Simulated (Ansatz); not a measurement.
## Does relaxation matter for the field gradients of WS2 with hydrogen replacing S?

Start: a supercell of WS2 (space group P6_3/mmc) built from a COD entry (the entry's cell lengths or inner coordinates differ somewhat from later room-temperature determinations), with all atoms left at the host's positions.

```
CELL_PARAMETERS angstrom
6.36000 0.00000 0.00000
-4.77000 8.26188 0.00000
0.00000 0.00000 12.50000
ATOMIC_POSITIONS crystal
W 0.16667 0.22222 0.25000
W 0.16667 0.55556 0.25000
W 0.16667 0.88889 0.25000
W 0.66667 0.22222 0.25000
W 0.66667 0.55556 0.25000
W 0.66667 0.88889 0.25000
W 0.33333 0.11111 0.75000
W 0.33333 0.44444 0.75000
W 0.33333 0.77778 0.75000
W 0.83333 0.11111 0.75000
W 0.83333 0.44444 0.75000
W 0.83333 0.77778 0.75000
H 0.16667 0.22222 0.62500
S 0.16667 0.55556 0.62500
S 0.16667 0.88889 0.62500
S 0.66667 0.22222 0.62500
S 0.66667 0.55556 0.62500
S 0.66667 0.88889 0.62500
S 0.33333 0.11111 0.12500
S 0.33333 0.44444 0.12500
S 0.33333 0.77778 0.12500
S 0.83333 0.11111 0.12500
S 0.83333 0.44444 0.12500
S 0.83333 0.77778 0.12500
S 0.16667 0.22222 0.87500
S 0.16667 0.55556 0.87500
S 0.16667 0.88889 0.87500
S 0.66667 0.22222 0.87500
S 0.66667 0.55556 0.87500
S 0.66667 0.88889 0.87500
S 0.33333 0.11111 0.37500
S 0.33333 0.44444 0.37500
S 0.33333 0.77778 0.37500
S 0.83333 0.11111 0.37500
S 0.83333 0.44444 0.37500
S 0.83333 0.77778 0.37500
```

Sites (sets of like atoms) are named by element and the number of their first atom in this list.

Computed with Ansatz: DFT, PBE, plane waves and PAW, scalar-relativistic, 420 eV cutoff, Γ-centred 4×3×2 k-points, Fermi–Dirac smearing 0.01 eV, cell charge +1.

The largest force at the start is 1.8 eV/Å. Relaxing the ions at fixed cell moves them by 0.559 Å at most (atom 13, H) and 0.099 Å rms.

```
site  atom  moved (Å)            first shell before                  first shell after  V_zz before (10²¹ V/m²)  η before
  W5     5      0.004                 6 S at 2.41 Å                      6 S at 2.41 Å                   -17.26      0.00
  W7     7      0.036  5 S at 2.41 Å, 1 H at 2.41 Å  1 H at 2.06 Å, 5 S at 2.40–2.43 Å                    -26.1      0.96
  W8     8      0.034  1 H at 2.41 Å, 5 S at 2.41 Å  1 H at 2.06 Å, 5 S at 2.40–2.41 Å                    -26.4      0.87
 W10    10      0.040  5 S at 2.41 Å, 1 H at 2.41 Å  1 H at 2.05 Å, 5 S at 2.40–2.43 Å                    -26.3      0.96
 W12    12      0.050                 6 S at 2.41 Å                 6 S at 2.41–2.44 Å                   -19.38      0.07
   H    13      0.559                 3 W at 2.41 Å                 3 W at 2.05–2.06 Å                   -0.044      0.23
 S16    16      0.028                 3 W at 2.41 Å                 3 W at 2.40–2.43 Å                    -3.88      0.36
 S18    18      0.074                 3 W at 2.41 Å                 3 W at 2.41–2.43 Å                    -4.29      0.20
 S25    25      0.018                 3 W at 2.41 Å                      3 W at 2.41 Å                    -3.50      0.02
 S28    28      0.043                 3 W at 2.41 Å                      3 W at 2.42 Å                    -6.37      0.50
```

Problem. What are V_zz and η after the relaxation?

Solution. 

```csv
site,atom,V_zz after,η after,change of V_zz
W5,5,-17.00,0.00,+0.26
W7,7,-21.4,0.90,+4.74
W8,8,-22.2,0.76,+4.24
W10,10,-21.5,0.89,+4.77
W12,12,-18.59,0.21,+0.79
H,13,-0.24,0.13,-0.20
S16,16,-3.72,0.12,+0.16
S18,18,-3.97,0.10,+0.32
S25,25,-3.84,0.02,-0.34
S28,28,-6.26,0.34,+0.11
```

The largest change of V_zz is on W10, from -26.3 to -21.5. In per cent, |V_zz| changes by -18 to -1 on W, -7 to +10 on S (all sites that start above 2). Where |V_zz| stays above 0.1, η moves most on S16, from 0.36 to 0.12. The table leaves out 23 of the 33 sites, with |V_zz| up to 20.58; their tensors move by 1.76 at most along any direction. The statements above cover all sites. The host's own positions weren't relaxed first, so part of the change far from the defect can be the host's relaxation.

The run isn't spin-polarised, and a state with spin may lie lower. The defect repeats with the cell of 36 atoms, so it feels its images: sites between two images don't show the values beside a lone defect, and zeros or small values of η there can come from the images' arrangement. S and W carry a gradient in the pure host already, so the values there aren't the defect's effect alone. A uniform background compensates the cell's charge. The defect cell has no gap above 0.1 eV on its mesh, so the values can hang on the smearing and the k-mesh. Without spin–orbit coupling the gradients at and beside W can be off by some per cent, at some sites by more.
Before: The neighbours have not yet relaxed around the defect (largest force 1.8 eV/Å), so a real crystal will differ.
